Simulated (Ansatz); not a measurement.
In DFT-PBEsol in the program Ansatz with PAW potentials, TaGeO in the tetragonal phase (P4/nmm; Ta on 2c, Ge on 2a, O on 2c) relaxes to a = 3.378 Å, c = 6.890 Å. Against the elements it lies at -741 meV/atom, with no fitted shifts.

Electronic character: metallic (no gap). Gap from PBEsol with spin–orbit coupling: none (metallic).

The bulk modulus is 169 GPa. The highest mode at Γ lies at 462 cm⁻¹.

The start of the workflow was typed in or built on a structure type; neither database checked (COD, Materials Project) lists it. Its standing as an ambient phase is unchecked. The cell was relaxed with PBEsol under the symmetry of its start. At this level the phase is dynamically unstable (imaginary phonons). The run is not spin-polarised. The volume moved by -20 % from the start of the relaxation. As this level gives no gap, phonon frequencies hold no LO–TO term and depend on the k-mesh and smearing (Fermi–Dirac, 0.1 eV here). The references are the lowest solids computed at this level, not always the standard phases (solids in place of the gases). Spin–orbit coupling is left out wherever it is not named.

Potentials: the earlier of the program's two PAW sets. The files were generated under PBE; for other functionals the program regenerates the frozen cores, and for LDA and PBEsol the local potential too.
